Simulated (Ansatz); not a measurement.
**Tetragonal deformation path in Ni**

These are results of DFT PBEsol, scalar-relativistic, plane waves, PAW (Ansatz 0.2.0), not measurements. Settings: plane waves to 420 eV, k-mesh 34×34×34 (Γ-centred), Gaussian smearing 0.15 eV. Collinear spins, started from moments 0.6 μB in atom order; the magnetic state may not be the lowest. Energies are free energies at this smearing, counted from the undisturbed cell; pressure is positive in compression.

The starting cell (relaxed at this level; with this scan's settings it stands at 0.2 GPa; this bcc form isn't the usual structure):

```
CELL_PARAMETERS angstrom
-1.37754 1.37754 1.37754
1.37754 -1.37754 1.37754
1.37754 1.37754 -1.37754
ATOMIC_POSITIONS crystal
Ni 0.00000 0.00000 0.00000
```

At fixed volume and fractional coordinates, lengths along (0.000, 0.000, 1.000) are scaled against those across it; ρ is that ratio over its starting value. The cell is metallic on the mesh throughout.

Problem. Over the sampled range (0.707 to 1.414), is the undisturbed cell the lowest point?

Solution. No: the energy is lower at ρ = 1.414, -106.5 in ΔE (meV/atom).

The scan:

| ρ | ΔE (meV/atom) |
| --- | --- |
| 0.707 | 207.6 |
| 0.780 | 28.3 |
| 0.850 | -17.0 |
| 1.000 | 0.0 |
| 1.200 | -54.0 |
| 1.414 | -106.5 |

Cost: 6 runs of about 8.2 core-minutes in all, on Oxide Virtual Turin-like Processor (Zen 5) (shared hosts).